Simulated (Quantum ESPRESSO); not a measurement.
GeSiAlFO5, convergence and cost over cutoff and k mesh

Computed values, not a measurement. The program is pw.x of Quantum ESPRESSO 7.5 (plane-wave density functional theory). The cell is made up: 9 atoms on a corundum lattice with one site empty, with randomly drawn elements, strain and displacements, not relaxed. PseudoDojo standard norm-conserving files (v0.5 for PBE, v0.4.1 for LDA and PBEsol) set the functional; there is no spin polarisation, spin-orbit coupling or dispersion term, and the masses in the input are unused placeholders.

Input of the run in row 4:

```
&control calculation='scf', pseudo_dir='./dojo.nc.sr.pbe.v0_5.standard.upf', outdir='./o', disk_io='medium', tprnfor=.true., tstress=.true. /
&system ibrav=0, nat=9, ntyp=5, nbnd=35, ecutwfc=84.00895049, nosym=.true., tot_charge=0,
 occupations='smearing', smearing='fd', degauss=0.0018374661
/
&electrons conv_thr=7.350e-09, electron_maxstep=60, /
ATOMIC_SPECIES
Al 1.0 Al.upf
F 1.0 F.upf
Ge 1.0 Ge.upf
O 1.0 O.upf
Si 1.0 Si.upf
CELL_PARAMETERS angstrom
2.3222 1.3457 4.2756
-2.3885 1.3999 4.2949
0.0138 -2.6775 4.2636
ATOMIC_POSITIONS angstrom
Ge 0.0131 -0.0171 1.9066
Si 0.012 -0.0113 8.3106
Al -0.0116 0.0864 10.977
F -1.0241 1.303 7.4658
O -0.7121 -1.3892 7.4535
O 1.5835 0.0887 7.4822
O 0.9561 -1.2765 5.3149
O 0.6889 1.4819 5.3725
O -1.677 -0.0758 5.3826
K_POINTS automatic
6 6 6 1 1 1
```

The same cell was run at these settings. Meshes are shifted by half a step, and differences are from the last row, which is itself not exact.

| cutoff (eV) | k mesh | k points solved | threshold (eV) | free energy less the last row's (eV) | pressure (GPa) | largest stress difference (GPa) | largest force difference (eV/Å) | iterations | wall time (s) | k-point pools | processor |
| --- | --- | --- | --- | --- | --- | --- | --- | --- | --- | --- | --- |
| 800 | 2 x 2 x 2 | 4 | 1e-04 | 1.691 | -22.86 | 28.37 | 0.074 | 8 | 26 | 1 | AMD EPYC, Zen 5 class |
| 1143 | 2 x 2 x 2 | 4 | 1e-07 | 0.029 | 5.17 | 0.25 | 0.063 | 12 | 52 | 1 | AMD EPYC, Zen 5 class |
| 620 | 6 x 6 x 6 | 108 | 1e-07 | 21.275 | -204.85 | 210.52 | 0.332 | 12 | 359 | 1 | AMD EPYC, Zen 5 class |
| 1143 | 6 x 6 x 6 | 108 | 1e-07 | 0.002 | 5.16 | 0.03 | 0.000 | 12 | 705 | 1 | AMD EPYC, Zen 5 class |
| 1437 | 8 x 8 x 8 | 256 | 1e-07 | 0.000 | 5.19 | 0.00 | 0.000 | 12 | 463 | 4 | AMD EPYC, older |

Each pool is one process. Wall times include start-up and a band step at six k points, which weighs most on the coarsest meshes. The runs were on shared virtual cores whose load varied, so times are rough.